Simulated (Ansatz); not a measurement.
Cu2O:
```yaml
crystal:
  lattice:
    - [4.24566, 0.00000, 0.00000]
    - [0.00000, 4.24566, 0.00000]
    - [0.00000, 0.00000, 4.24566]
  atoms:
    - { symbol: Cu, position: [0.75000, 0.75000, 0.75000] }
    - { symbol: Cu, position: [0.75000, 0.25000, 0.25000] }
    - { symbol: Cu, position: [0.25000, 0.75000, 0.25000] }
    - { symbol: Cu, position: [0.25000, 0.25000, 0.75000] }
    - { symbol: O, position: [0.00000, 0.00000, 0.00000] }
    - { symbol: O, position: [0.50000, 0.50000, 0.50000] }
```

Relaxed with r²SCAN.

**Question.** Map the electron localisation function on the plane through (0.750, 0.750, 0.750) spanned by u = [1, 0, 0] and v = [0, 1, 1] in lattice vectors, from DFT-r²SCAN in the program Ansatz with PAW potentials.

**Answer.** x is the fraction of u, y of v (the angle between them is 90°; rows are the nearest grid lines); atoms in the plane: Cu at (0.00, 0.00), Cu at (0.00, 0.50), O at (0.25, 0.25), O at (0.75, 0.75).
```
|@@+:..          ..:+@@|
|@#=:...          .:=%@|
|:::....     :-++=:...:|
|.......    .=*#%%#=. .|
|  .....   .-*#%%%%%+. |
|-.   ..   :+#%#-:+%%*-|
|-.   ..   :+#%#-:+%%*-|
|.  ....   .=#%%**#%%+.|
|  .....   .-*#%%%%%+. |
|:::....     :-++=:...:|
|+=::...      .::. .:=+|
|@#=:...          .:=%@|
|@%=:.          ...:=#@|
|+=:. .::.      ...::=+|
|:...:=++-:     ....:::|
| .+%%%%%#*-.   .....  |
|.+%%#**%%#=.   ....  .|
|-*%%+:-#%#+:   ..   .-|
|-*%%+:-#%#+:   ..   .-|
| .+%%%%%#*-.   .....  |
|. .=#%%#*=.    .......|
|:...:=++-:     ....:::|
|@%=:.          ...:=#@|
|@@+:..          ..:+@@|
```
Scale: ten equal steps from 0.027 (start of ' ') to 0.931 (end of '@'), in the order ' .:-=+*#%@'; x runs from 0.000 to 1.00, y from 0.000 (bottom) to 1.00 (top).

The density is the valence pseudo-density with augmentation charge, so density and ELF within about 1 Å of a nucleus are not all-electron values.

Space group Pn-3m. Symmetry was held in the r²SCAN relaxation. The run is not spin-polarised. No Hubbard U is applied.

Potentials: the later of the program's two PAW sets.
